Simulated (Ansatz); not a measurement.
BaMg$_{2}$Sb$_{2}$ in space group P-3m1 (No. 164; Ba on 1a, Mg on 2d, Sb on 2d) at seven volumes, the program Ansatz at the r²SCAN level (PAW), shape and atoms relaxed at each. One row is withheld.

| V (Å³/atom) | P (GPa) |
|---|---|
| 29.630 | 4.55 |
| 30.607 | 2.79 |
| 31.584 | 1.29 |
| 32.560 | 0.00 |
| 33.537 | -1.10 |
| 34.514 | ? |
| 35.491 | -2.84 |

Task: Fit the shown pressures and predict the withheld one.

Result: Third-order Birch–Murnaghan: P = (3/2)B₀(x^(7/2) − x^(5/2))[1 + (3/4)(B′ − 4)(x − 1)] with x = (V₀/V)^(2/3). Least squares on the six rows gives V₀ = 32.562 Å³/atom, B₀ = 39.54 GPa, B′ = 4.21. At V = 34.514, x = 0.9619 and P = -2.04 GPa. The run itself gave -2.04 GPa.

The first step of the workflow began from a Materials Project structure, measured or hypothetical; the Crystallography Open Database files this formula in space group No. 164, but the cells were not matched. Whether it is the stable phase at ambient conditions was not checked. The r²SCAN relaxation kept the symmetry of its start; its stability against distortions is not shown here. Spin–orbit coupling is left out wherever it is not named.

Potentials: the later of the program's two PAW sets.
